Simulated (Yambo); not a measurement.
G0W0@PBEsol for CaCd$_{2}$P$_{2}$ (space group P-3m1, No. 164) in Yambo (3×3×2 mesh, 8 Ry block, plasmon pole, screening fixed), without a terminator:

```csv
bands N in G,gap Γ → Γ (eV),shift of the valence edge (eV)
86,1.366,-0.101
142,1.389,-0.371
217,1.422,-0.501
```

### Question
Extrapolate both columns to infinite N with E(N) = E∞ + A/N, test the form, and compare with the terminator.

### Answer
From two points, E∞ = (N2 E2 − N1 E1)/(N2 − N1). The two largest N give 1.48 eV for the gap and -0.75 eV for the shift; the two smallest give 1.42 eV and -0.79 eV. For the gap the slopes A are -5.0 and -14 eV: the form isn't reached, and its limit is uncertain. For the shift the slopes A are 59 and 53 eV: the 1/N form holds. With the Bruneval-Gonze terminator and 217 bands the run gives 1.45 eV and -0.60 eV, 0.04 eV and 0.15 eV from the extrapolated values: the terminator too is an estimate of the remainder. Block, mesh and the bands in W are held fixed.

Spin-orbit coupling is not included.

Geometry of the Materials Project entry, not relaxed at this level; primitive cell a = 4.292 Å, b = 4.292 Å, c = 7.055 Å, α = 90.00°, β = 90.00°, γ = 120.00°.

A shift is the quasiparticle energy of the state minus its PBEsol energy.
